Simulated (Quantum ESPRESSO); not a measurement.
# Planted mistakes on one cell of Mg3ClFSe2

Calculated results; nothing here was measured. They come from pw.x of Quantum ESPRESSO 7.5, a plane-wave density functional program, with PseudoDojo standard norm-conserving files (v0.5 for PBE, v0.4.1 for LDA and PBEsol). The cells are made up: elements, strain and atom displacements were drawn at random, and nothing was relaxed. There is no spin polarisation, spin-orbit coupling or dispersion term.

The cell has 8 sites of a zincblende or diamond lattice. Sites 1 to 4 hold Mg Mg Mg empty; sites 5 to 8 hold Cl F Se Se. Cell vectors in Å: (5.383, 0.011, -0.052); (0.011, 5.347, -0.010); (-0.052, -0.010, 5.375). Settings: PBE, cutoff 1170 eV, 4 x 4 x 4 k mesh shifted by half a step, Fermi-Dirac smearing of 0.025 eV.

The intended run has a self-consistency threshold of 1e-07 eV, a smearing term of 0.000 eV, a pressure of 10.89 GPa and 9 iterations. Each further run changes one thing: all lengths scaled by 1.0168; atoms of sites 3 and 6 exchanged; cutoff 603 eV; files of PBEsol; k mesh 2 x 2 x 2; one electron removed; smearing 0.54 eV; threshold 0.1 eV. A coarse mesh keeps the shift, and a charged cell sits in a uniform background.

```
run,change of free energy (eV),smearing term -TS (eV),change of P (GPa),largest change of a force component (eV/Å),iterations
A,-0.117,-0.487,0.20,0.161,9
B,0.006,0.000,0.84,0.317,4
C,0.033,0.000,0.11,0.018,10
D,-0.448,0.000,-3.57,0.513,9
E,18.095,0.000,-1.78,0.101,9
F,7.994,-0.007,3.90,5.039,12
G,-4.637,-0.009,-10.34,1.176,11
H,91.545,0.000,-432.54,0.100,10
```

A rerun of the intended cell at 1467 eV and k mesh 6 x 6 x 6 moved values by no more than 0.003 eV in the cell's energy, 0.02 GPa in stress and 0.004 eV/Å in force.

Question: which change belongs to which run?

## Worked reading

Run B has the fewest iterations, as a run stopped early does. Run A has the largest smearing term, as wide smearing gives. Run H has a higher energy and the largest fall in pressure, as too small a basis gives. Run D changes the volume by a factor of 1.0513; minus its pressure change over the logarithm of that factor, 71 GPa, is a rough bulk modulus with clamped atoms. Energies from files of another functional, or of a charged cell, have another zero and say nothing on stability; the pressure of a charged cell rests on the program's zero of potential too.

## Key

| run | change |
| --- | --- |
| A | smearing 0.54 eV |
| B | threshold 0.1 eV |
| C | k mesh 2 x 2 x 2 |
| D | all lengths scaled by 1.0168 |
| E | files of PBEsol |
| F | atoms of sites 3 and 6 exchanged |
| G | one electron removed |
| H | cutoff 603 eV |